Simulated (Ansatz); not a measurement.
This ZnO2 structure is the end of a relaxation. The cell was found from a structure generator's guess, not taken from experiment.

Computed with Ansatz 0.2.0, DFT PBE+D3(BJ), scalar-relativistic, plane waves, PAW. Cutoff 420 eV, Γ-centred mesh, Gaussian smearing, collinear spin.

This is a two-dimensional sheet: the third axis spans vacuum and isn't periodic.

```
CELL_PARAMETERS angstrom
3.10197 0.00000 0.00000
-1.55098 2.68638 0.00000
0.00000 0.00000 37.40922
ATOMIC_POSITIONS crystal
Zn 0.66667 0.33333 0.22806
Zn 0.00000 0.00000 0.33320
O 0.00000 0.00000 0.25352
O 0.33333 0.66667 0.20312
O 0.33333 0.66667 0.30803
O 0.66667 0.33333 0.35814
```

Energies over the elements count from the elements' standard structures at the same level (O₂ as a molecule), with no fitted energy shifts.

**Question.** What layer group does it have?

**Answer.** p3m1 (No. 69). In-plane cell: a = 3.102 Å, b = 3.102 Å, γ = 120.0°, thickness 5.80 Å between the outermost nuclei. Zn at height 0.93 Å has 6 O at 2.02–2.03 Å; Zn at height 4.87 Å has 6 O at 2.02 Å; O at height 1.89 Å has 3 Zn at 2.03 Å; O at height 0.00 Å has 3 Zn at 2.02 Å.

**Question.** How far does it lie from the elements in energy?

**Answer.** −0.23 eV/atom. Whether it is stable depends on the other phases of the system, which aren't compared here.

**Question.** Is it a metal?

**Answer.** Yes, bands cross the Fermi level on the 12×12×1 mesh.

**Question.** Which magnetic moments does it keep?

**Answer.** 0.67 μB per atom net, the space between the atoms included; by site: Zn 0.2 (×2); O 0.9 (×2), 0.8 (×2) μB.

The last run used collinear spin, a 12×12×1 mesh for its 6-atom cell and Gaussian smearing of 0.10 eV. The magnetic state reached may not be the lowest. A structure relaxed within its symmetry needn't be a true minimum.
